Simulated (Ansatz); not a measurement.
# Vibrational response of FeCo5

Method: DFT PBE, scalar-relativistic, plane waves, PAW in Ansatz. Settings: 420 eV plane-wave cutoff, Γ-centred 14×14×4 mesh, Gaussian smearing of 0.20 eV. Collinear spin, site moments 2.6, 1.7, 1.7, 1.7, 1.7, 1.7 μB. Phonons by linear response, acoustic sum rule imposed.

The cell, relaxed at this level:
```xyz
6
Lattice="2.4946 0.0000 0.0000 0.0000 2.4946 0.0000 0.0000 0.0000 10.6748" Properties=species:S:1:pos:R:3 pbc="T T T"
Fe    1.2473    1.2473    0.0000
Co    0.0000    0.0000    8.8300
Co    1.2473    1.2473    7.1057
Co    0.0000    0.0000    5.3374
Co    1.2473    1.2473    3.5690
Co    0.0000    0.0000    1.8448
```

The structure comes from a generated guess, relaxed at this level; another structure or a mixture of phases may lie lower. In a metal, frequencies depend on the k mesh and the smearing, soft modes most.

Optical modes at Γ:
```tsv
frequency (meV)	degeneracy
12.2	2
14.5	2
19.1	1
20.1	2
20.4	1
22.6	2
23.7	2
29.3	1
30.3	1
35.4	1
```

All 15 optical modes at Γ are real: no displacement of atoms at fixed cell lowers the energy to second order. Strains and modes at other wave vectors aren't tested by this run.
